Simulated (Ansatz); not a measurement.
**Re3S, all-electron reference calculation**

This is Re3S placed on the sites of the ReO3 structure (a generated, not necessarily known, phase), then sheared and rattled.

Theory: DFT, PBE, all-electron full-potential LAPW, scalar-relativistic valence, Dirac core shells, point nucleus in Ansatz 0.2 development build. Occupations are Fermi–Dirac at 0.15 eV on a coarse k-mesh, 2×2×2 (half-step shift); the results hold for that mesh. In metals such a mesh can move stress, forces and moments by their own size. Spin-restricted. The cell's electron count is odd, so a run with spin could end lower.

```
CELL_PARAMETERS angstrom
4.39955 -0.02674 0.08917
-0.02674 4.61451 -0.05887
0.08917 -0.05887 4.47699
ATOMIC_POSITIONS crystal
S 0.98714 0.61083 0.39281
Re 0.50116 0.67165 0.41012
Re 0.02916 0.11097 0.41655
Re 0.03287 0.57938 0.87726
```

```tsv
atom	Fx (eV/Å)	Fy (eV/Å)	Fz (eV/Å)
S1	0.453	-0.663	-1.664
Re2	-1.443	1.302	0.371
Re3	0.306	0.167	0.358
Re4	0.684	-0.806	0.935
```

Stress (GPa; xx, yy, zz, yz, xz, xy; compression positive): -11.50, -18.73, -16.22, -1.00, 0.56, 0.06.

| Quantity | Value |
| --- | --- |
| Pressure | -15.48 GPa |
| Largest force | 1.979 eV/Å |

# All-electron DFT: Re2S

Cell: model Re2S built from the fluorite structure and then distorted, expanded.

Theory: DFT, PBE, all-electron full-potential LAPW, scalar-relativistic, point nucleus in Ansatz 0.2 development build. Coarse mesh: 2×2×2 (half-step shift), σ = 0.15 eV (Fermi–Dirac). For a metal, stress, forces and moments on so few k-points can be far from the converged ones. On this fcc-type cell the shift lowers the mesh's symmetry. No spin polarisation.

```
S Re
1.0
    -3.00267   -0.13899    2.81324
     0.06967    2.87825    2.74392
    -2.94957    2.89446   -0.08588
S Re
1 2
Direct
  0.40723 0.73129 0.71201
  0.67269 0.99520 0.96030
  0.16785 0.50852 0.44297
```

Forces (eV/Å): S1 (-0.113, 0.284, -0.118); Re2 (-1.524, 0.621, 0.523); Re3 (1.636, -0.905, -0.405).

Stress tensor (GPa, compression positive):
```
-17.47  -6.15  -3.05
 -6.15 -20.94  -1.33
 -3.05  -1.33 -11.31
```

```
All-electron E − TS, for this scheme : -919315.360 eV
Pressure                             : -16.57 GPa
Largest force                        : 1.913 eV/Å
```

**Single point on Re2S**

This is model Re2S in the fluorite structure, strained and with atoms displaced, one atom being moved towards a neighbour.

Same method, mesh 2×2×2 with shift 0.5, 0.5, 0.5. Spin-restricted.

```
S Re
1.0
    -2.85110    0.01163    2.57561
     0.05113    2.92078    2.63837
    -2.88427    2.89119   -0.02155
S Re
1 2
Direct
  0.33028 0.85299 0.82042
  0.62730 0.12259 0.09953
  0.11888 0.64709 0.59837
```

(1) Predict the output of the run.

**Single point on Re3S**

System: generated Re3S in the ReO3 structure, strained and with atoms displaced, one atom being moved towards a neighbour.

Level of theory: PBE (all-electron PAW with datasets made for this cell, scalar relativity, no spin–orbit coupling, cores by Dirac's equation, point nuclei; Ansatz). Sampling: 2×2×2 (half-step shift) mesh with 0.15 eV Fermi–Dirac smearing (a coarse mesh, not converged over the zone). For a metal, stress, forces and moments on so few k-points can be far from the converged ones. No spin polarisation. The cell's electron count is odd, so a run with spin could end lower. Labels count atoms in the order given.

```xyz
4
Lattice="4.3474 -0.0216 0.0614 -0.0216 4.3525 0.0087 0.0614 0.0087 4.3436" Properties=species:S:1:pos:R:3 pbc="T T T"
S     2.5035    2.4533    2.1553
Re    4.3853    2.5030    2.0913
Re    2.5553    4.7067    2.2509
Re    2.4277    2.3617    4.2501
```

(2) Predict the output of the run.

Answers

(1) 
Forces (eV/Å): S1 (-3.482, 2.548, 2.990); Re2 (-0.409, 0.415, 0.450); Re3 (3.891, -2.963, -3.440).

Stress (GPa; xx, yy, zz, yz, xz, xy; compression positive): 14.36, 22.36, 37.75, 9.64, -7.73, -25.20.

The all-electron E − TS, for this scheme is -919314.684 eV, the pressure is 24.83 GPa and the largest force is 5.980 eV/Å.

(2) 
Forces (eV/Å): S1 (-11.634, 2.303, -2.236); Re2 (12.677, 0.423, -0.720); Re3 (-0.276, -2.506, 0.379); Re4 (-0.767, -0.220, 2.577).

Stress tensor (GPa, compression positive):
```
28.55  1.81 -2.56
 1.81 -0.54 -1.28
-2.56 -1.28 -0.95
```

```
Pressure      : 9.02 GPa
Largest force : 12.704 eV/Å
```
